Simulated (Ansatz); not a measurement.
CaHBr (space group P4/nmm)

```
CaHBr
1.0
    3.83303     0.00000     0.00000
    0.00000     3.83303     0.00000
    0.00000     0.00000     8.23965
Ca H Br
2 2 2
Cartesian
  0.00000   1.91651   1.29523
  1.91651   0.00000   6.94442
  1.91651   1.91651   0.00000
  0.00000   0.00000   0.00000
  0.00000   1.91651   5.60381
  1.91651   0.00000   2.63584
```

The relaxed cell is deformed in two ways at once: its volume V is scaled, and at that volume it is stretched along z (the c axis of the conventional cell) so that c/a changes. Fractional atomic positions are held.

Calculation: r2SCAN (plane waves to 500 eV, PAW, scalar-relativistic; Ansatz, a first-principles code). k mesh 9×9×4 (Γ-centred), Fermi-Dirac smearing 0.05 eV. Stress and pressure are positive under compression. As the atoms are clamped, bonds stretch with the cell, which overstates energies and stresses. CaHBr was relaxed with its symmetry unable to fall.

At one point of the scan the stress tensor (GPa) is:

```
  -3.60     0.00     0.00
   0.00    -3.60     0.00
   0.00     0.00    -1.60
```

Problem. Which point is it?
A. V/V₀ = 1.000, (c/a)/(c/a)₀ = 0.960
B. V/V₀ = 1.080, (c/a)/(c/a)₀ = 0.960
C. V/V₀ = 1.080, (c/a)/(c/a)₀ = 1.020
D. V/V₀ = 1.040, (c/a)/(c/a)₀ = 1.000

Solution. B, V/V₀ = 1.080, (c/a)/(c/a)₀ = 0.960

(Under strain, the slope of the energy per volume gives the stress and its curvature an elastic modulus.)
